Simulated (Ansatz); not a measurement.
Geometry optimisation in Ansatz: input, command and trajectory.

```yaml
crystal:
  lattice:
    - [0.0, 4.0424895847, 4.0424895847]
    - [4.0424895847, 0.0, 4.0424895847]
    - [4.0424895847, 4.0424895847, 0.0]
  atoms:
    - { symbol: Bi, position: [0.0, 0.0, 0.0] }
    - { symbol: Bi, position: [0.25, 0.25, 0.25] }
    - { symbol: Au, position: [0.625, 0.625, 0.625] }
    - { symbol: Au, position: [0.125, 0.625, 0.625] }
    - { symbol: Au, position: [0.625, 0.625, 0.125] }
    - { symbol: Au, position: [0.625, 0.125, 0.625] }
basis:
  ecutwfc: 420
kpoints:
  mp_grid: { grid: [8, 8, 8] }
hamiltonian:
  xc: lda
scf:
  occupations: { method: gaussian, width: 0.1 }
output:
  forces: true
  stress: true
  eigenvalues: true
  write_density: true
  write_potential: true
  elf: true
  volumetric_format: npy
relax:
  adjacent_minimum: "off"
  f_tol: 0.005
  max_steps: 50
  cell: { stress_tol: 0.05 }
```

```bash
ansatz run input.yaml --threads 2 --pin off --max-ram 5120MiB --backend cpu --events-out ev --progress --plain --runs-dir out
```

Computed with DFT LDA, scalar-relativistic, plane waves, PAW (Ansatz).

Of 5 frames 5 are shown, positions in Å and forces in eV/Å; the SCF threshold varies from step to step. Steps run on the plane waves of an earlier cell, with a Pulay correction in the pressure. The basis is chosen afresh for the last frame, the zero of the energies, and at times for earlier ones too; energy and pressure step there, also at an unchanged geometry. The mark taken_back stands on steps that the optimiser undid.

```xyz
6
Lattice="0.0000 4.0425 4.0425 4.0425 0.0000 4.0425 4.0425 4.0425 0.0000" Properties=species:S:1:pos:R:3:forces:R:3 pbc="T T T" step=1 free_energy_over_end_meV_per_atom=47.58 pressure_GPa=-8.49
Bi    0.0000    0.0000    0.0000    0.0000    0.0000    0.0000
Bi    2.0212    2.0212    2.0212    0.0000    0.0000    0.0000
Au    5.0531    5.0531    5.0531    0.0000    0.0000    0.0000
Au    5.0531    3.0319    3.0319    0.0000    0.0000    0.0000
Au    3.0319    3.0319    5.0531    0.0000    0.0000    0.0000
Au    3.0319    5.0531    3.0319    0.0000    0.0000    0.0000
6
Lattice="0.0000 3.8454 3.8454 3.8454 0.0000 3.8454 3.8454 3.8454 0.0000" Properties=species:S:1:pos:R:3:forces:R:3 pbc="T T T" step=2 free_energy_over_end_meV_per_atom=46.96 pressure_GPa=11.66 taken_back
Bi    0.0000    0.0000    0.0000    0.0000    0.0000    0.0000
Bi    1.9227    1.9227    1.9227    0.0000    0.0000    0.0000
Au    4.8068    4.8068    4.8068    0.0000    0.0000    0.0000
Au    4.8068    2.8841    2.8841    0.0000    0.0000    0.0000
Au    2.8841    2.8841    4.8068    0.0000    0.0000    0.0000
Au    2.8841    4.8068    2.8841    0.0000    0.0000    0.0000
6
Lattice="0.0000 3.9546 3.9546 3.9546 0.0000 3.9546 3.9546 3.9546 0.0000" Properties=species:S:1:pos:R:3:forces:R:3 pbc="T T T" step=3 free_energy_over_end_meV_per_atom=0.87 pressure_GPa=-1.57
Bi    0.0000    0.0000    0.0000    0.0000    0.0000    0.0000
Bi    1.9773    1.9773    1.9773    0.0000    0.0000    0.0000
Au    4.9432    4.9432    4.9432    0.0000    0.0000    0.0000
Au    4.9432    2.9659    2.9659    0.0000    0.0000    0.0000
Au    2.9659    2.9659    4.9432    0.0000    0.0000    0.0000
Au    2.9659    4.9432    2.9659    0.0000    0.0000    0.0000
6
Lattice="0.0000 3.9390 3.9390 3.9390 0.0000 3.9390 3.9390 3.9390 0.0000" Properties=species:S:1:pos:R:3:forces:R:3 pbc="T T T" step=4 free_energy_over_end_meV_per_atom=-0.41 pressure_GPa=-0.04
Bi    0.0000    0.0000    0.0000    0.0000    0.0000    0.0000
Bi    1.9695    1.9695    1.9695    0.0000    0.0000    0.0000
Au    4.9238    4.9238    4.9238    0.0000    0.0000    0.0000
Au    4.9238    2.9543    2.9543    0.0000    0.0000    0.0000
Au    2.9543    2.9543    4.9238    0.0000    0.0000    0.0000
Au    2.9543    4.9238    2.9543    0.0000    0.0000    0.0000
6
Lattice="0.0000 3.9390 3.9390 3.9390 0.0000 3.9390 3.9390 3.9390 0.0000" Properties=species:S:1:pos:R:3:forces:R:3 pbc="T T T" step=5 free_energy_over_end_meV_per_atom=0.00 pressure_GPa=-0.03
Bi    0.0000    0.0000    0.0000    0.0000    0.0000    0.0000
Bi    1.9695    1.9695    1.9695    0.0000    0.0000    0.0000
Au    4.9238    4.9238    4.9238    0.0000    0.0000    0.0000
Au    4.9238    2.9543    2.9543    0.0000    0.0000    0.0000
Au    2.9543    2.9543    4.9238    0.0000    0.0000    0.0000
Au    2.9543    4.9238    2.9543    0.0000    0.0000    0.0000
```

The run took 46 s on 2 threads of Arm Neoverse V1, with other jobs on the host, peak memory 0.53 GiB.

Spin–orbit coupling is left out, which can shift energies with elements as heavy as these.